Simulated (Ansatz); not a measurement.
Starting cell, LiH (rock salt):

```
LiH
1.0
    0.00000     2.00356     2.00356
    2.00356     0.00000     2.00356
    2.00356     2.00356     0.00000
H Li
1 1
Cartesian
  0.00000   0.00000   0.00000
  2.00356   2.00356   2.00356
```

In this cell atom 1 (H, nearest neighbour Li at 2.004 Å; its periodic images, 2.8 Å or more away, move with it) is moved by s along Cartesian x, unit vector (1.000, 0.000, 0.000); all other atoms and the cell stay fixed.

Method: PBE (plane waves to 420 eV, PAW, scalar-relativistic; Ansatz, a first-principles code). k mesh 11×11×11 (Γ-centred), Fermi-Dirac smearing 0.05 eV. The energy includes the smearing's −TS. LiH was relaxed with its symmetry unable to fall. The zero of ΔE is the undisplaced structure.

Successive frames, forces in eV/Å:

```json
[
 {"frame": "s = 0.080 Å", "ΔE (meV/cell)": "3.6", "F on H1": "(-0.093, 0.000, 0.000)", "F on Li2": "(0.093, 0.000, 0.000)"},
 {"frame": "s = 0.160 Å", "ΔE (meV/cell)": "15.6", "F on H1": "(-0.212, 0.000, 0.000)", "F on Li2": "(0.212, 0.000, 0.000)"},
 {"frame": "s = 0.240 Å", "ΔE (meV/cell)": "38.9", "F on H1": "(-0.382, 0.000, 0.000)", "F on Li2": "(0.382, 0.000, 0.000)"}
]
```

### Question
What are the energy and the forces in the next frame, s = 0.320 Å?

### Answer
ΔE (meV/cell) = 78.8.

```json
[
 {"atom": "H1", "Fx": "-0.628", "Fy": "0.000", "Fz": "0.000"},
 {"atom": "Li2", "Fx": "0.628", "Fy": "0.000", "Fz": "0.000"}
]
```

(For displaced atoms, the force is minus the slope of the energy, and its curvature is a force constant, which sets phonon frequencies.)
